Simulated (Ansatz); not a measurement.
Input file for Ansatz (an electronic-structure program):

Ansatz 0.2 input:
```yaml
crystal:
  lattice:
    - [4.3829269338, 0.0, 0.0]
    - [0.0, 4.3829269338, 0.0]
    - [0.0, 0.0, 4.3829269338]
  atoms:
    - { symbol: Co, position: [0.1456492811, 0.1456492811, 0.1456492811] }
    - { symbol: Co, position: [0.6456492811, 0.3543507189, 0.8543507189] }
    - { symbol: Co, position: [0.8543507189, 0.6456492811, 0.3543507189] }
    - { symbol: Co, position: [0.3543507189, 0.8543507189, 0.6456492811] }
    - { symbol: Si, position: [0.8436670012, 0.8436670012, 0.8436670012] }
    - { symbol: Si, position: [0.3436670012, 0.6563329988, 0.1563329988] }
    - { symbol: Si, position: [0.1563329988, 0.3436670012, 0.6563329988] }
    - { symbol: Si, position: [0.6563329988, 0.1563329988, 0.3436670012] }
kpoints:
  mp_grid: { grid: [9, 9, 9] }
hamiltonian:
  xc: r2scan
  pseudopotentials: { kind: paw }
scf:
  occupations: { method: gaussian, width: 0.05 }
checkpoint: { read: metal.run }
output: { write_density: true, elf: true, volumetric_format: npy }
```

Output (shortened):

```
Pseudopotential: Co, paw, valence charge 17
Pseudopotential: Si, paw, valence charge 4
Functional definition: r2SCAN
Crystal: 8 atoms, lattice volume = 84.196 Å³
Basis set: ecut = 500 eV, 2103 PW (Γ), exchange–correlation on 128×128×128 points (64 copies of the dense FFT grid, shifted against one another)
Bands: 51, of which v1, the nominal top of the filled ones, is band 42 counted from 1 (41 counted from 0)
Symmetry: 12 space group operations
Space group: P213 (ITA 198), of the structure as read, at distance tolerance 4.4e-5 Å
k-points: 45 of 729 (time reversal used)
Stability of the state it starts from, as read at its close in the unpolarized treatment …
iter 1 solved again at ethr=9.14e-7 eV; its pass at ethr=3.10e-3 eV (dr2=7.68e-4 eV) is discarded
SCF iter   1: F=—  HF=-23086.323289 eV  |F-HF|=—  |Δ(HF+E_count)|=         —  Δρ=3.82e-6  dr2=7.72e-9  dr2_τ=8.40e-10  ethr=9.14e-7  ⟨swp⟩=3.0  Hψ=14505  notcnv=0
preconditioner: auto → Kerker (q_TF=auto, 2.727 Å⁻¹)
SCF iter   2: F=—  HF=-23086.323303 eV  |F-HF|=—  |Δ(HF+E_count)|=   1.37e-5  Δρ=6.57e-6  dr2=2.19e-8  dr2_τ=8.66e-10  ethr=9.19e-12  ⟨swp⟩=7.2  Hψ=9656  notcnv=0
SCF iter   3: F=-23086.323303 eV  HF=-23086.323303 eV  |F-HF|=1.90e-9  |Δ(HF+E_count)|=   2.75e-9  Δρ=2.10e-6  dr2=2.22e-9  dr2_τ=3.34e-10  ethr=9.19e-12  ⟨swp⟩=1.0  Hψ=5534  notcnv=0
SCF 1 converged in 3 iterations: F = -23086.323303 eV  dr2 = 2.22e-9
SCF converged after 3 iterations
Free energy (F): -23086.323303 eV
Harris-Foulkes:  -23086.323303 eV  (|F-HF|=1.90e-9)
Internal energy: -23086.321662 eV  (E = F + TS)
E sigma→0 (E₀):  -23086.322482 eV
Entropy (-TS):   -0.001641 eV (-0.205 meV/atom)
Fermi energy:    17.243526 eV
--- Per-component energies (eV) ---
  E_band       = -993.858599
  E_kinetic    = 2021.396523
  E_local      = -14061.602229  (includes V_loc(G=0)·N_el)
  E_nonlocal   = 1928.724983
  E_hartree    = 6126.490054
  E_xc         = -851.418640
  E_vxc        = -1143.707266  (∫ρ·V_xc dr)
  E_paw        = -8183.479535  (= ΣΔE_a)
  E_vpaw       = -2061.033035  (= ΣTr[D̂ρ^β])
  E_aug_tail   = 0.000160  (compensation charges beyond the density's cutoff)
  E_vtau       = 69.389518  (kinetic-family band-sum trace: ∫τ·v_τ [+ j·A + Jᵃ·Aᵃ] dr)
  E_ewald      = -10064.946421
  E_core_change = -1.486557  (= ΣΔE_core)
  E_smearing   = -0.001641  (= −TS)
  E_closure    = 0.000000  (closes the sum)
  Σ components = -23086.323303   (vs F -23086.323303, Δ=0.00e0)
  [band-id]    e_kinetic+e_local+e_nonlocal+2·e_hartree+e_vxc+e_vpaw+e_augmentation_tail+e_vtau = -993.851238   (vs E_band -993.858599, Δ=7.36e-3)
--- Band table (eV; the first three rows and the last of 45) ---
  k-point 0: bands = ["-81.1158", "-81.1024", "-81.1024", "-81.1024", "-43.0501", "-43.0501", "-43.0501", "-43.0005", "-42.9839", "-42.9839", "-42.9839", "-42.9412", "-42.9412", "-42.9229", "-42.9229", "-42.9229", "2.5079", "8.4674", "8.4674", "8.4674", …
  k-point 1: bands = ["-81.1155", "-81.1038", "-81.1023", "-81.1015", "-43.0542", "-43.0506", "-43.0446", "-43.0017", "-42.9902", "-42.9852", "-42.9761", "-42.9409", "-42.9398", "-42.9244", "-42.9239", "-42.9221", "2.6077", "7.7164", "8.5310", "9.0242", …
  k-point 2: bands = ["-81.1146", "-81.1055", "-81.1021", "-81.1010", "-43.0568", "-43.0521", "-43.0381", "-43.0050", "-42.9946", "-42.9884", "-42.9674", "-42.9401", "-42.9363", "-42.9268", "-42.9262", "-42.9221", "2.9047", "6.7875", "8.7181", "9.4862", …
  k-point 44: bands = ["-81.1068", "-81.1066", "-81.1048", "-81.1047", "-43.0464", "-43.0457", "-43.0406", "-43.0397", "-42.9790", "-42.9777", "-42.9698", "-42.9684", "-42.9243", "-42.9237", "-42.9206", "-42.9201", "6.5942", "6.8298", "7.3049", "7.5132", …
```

Cost: about 16 core-seconds (a rough figure) on shared cores.

Space group P2_13. The r²SCAN relaxation kept the symmetry of its start. The run is not spin-polarised.

Potentials: the later of the program's two PAW sets.

Ansatz is a plane-wave DFT program.
